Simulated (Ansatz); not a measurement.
The relaxed structure here is a generated cell of Mo: the first start was made by placing the elements on the sites of a structure type, and the end was not matched to a known phase here, so it may be hypothetical. Known forms of Mo include space group No. 229.

One starting cell of Mo (a generated trial cell of Mo in the beta-W structure type) was relaxed twice with Ansatz (plane waves, PAW, scalar-relativistic): with r2SCAN at 500 eV and with PBE at 420 eV. The r2SCAN result:

```cif
data_Mo8
_chemical_formula_sum 'Mo8'
_space_group_name_H-M_alt 'Pm-3n'
_space_group_IT_number 223
_space_group_name_Hall '-P 4n 2 3'
_cell_length_a 5.02760
_cell_length_b 5.02760
_cell_length_c 5.02760
_cell_angle_alpha 90.000
_cell_angle_beta 90.000
_cell_angle_gamma 90.000
loop_
_atom_site_label
_atom_site_type_symbol
_atom_site_symmetry_multiplicity
_atom_site_Wyckoff_symbol
_atom_site_fract_x
_atom_site_fract_y
_atom_site_fract_z
_atom_site_occupancy
Mo1 Mo 6 c 0.00000 0.50000 0.25000 1
Mo2 Mo 2 a 0.00000 0.00000 0.00000 1
```

```tsv
quantity	r2SCAN	PBE
space group	Pm-3n	Pm-3n
volume (Å³/atom)	15.89	16.04
a (Å)	5.028	5.044
gap (eV, no spin-orbit coupling)	0.00	0.00
```

Both levels end in the same structure; PBE's volume is 1.0 % larger. Neither column is exact.

No spin polarisation in the result.

The run could not lose the symmetry of its start; a randomly shaken copy of 8 atoms returns to this structure.

All atoms sit on sites fixed by symmetry, so only the cell could relax.

Ansatz is a program for electronic structure.
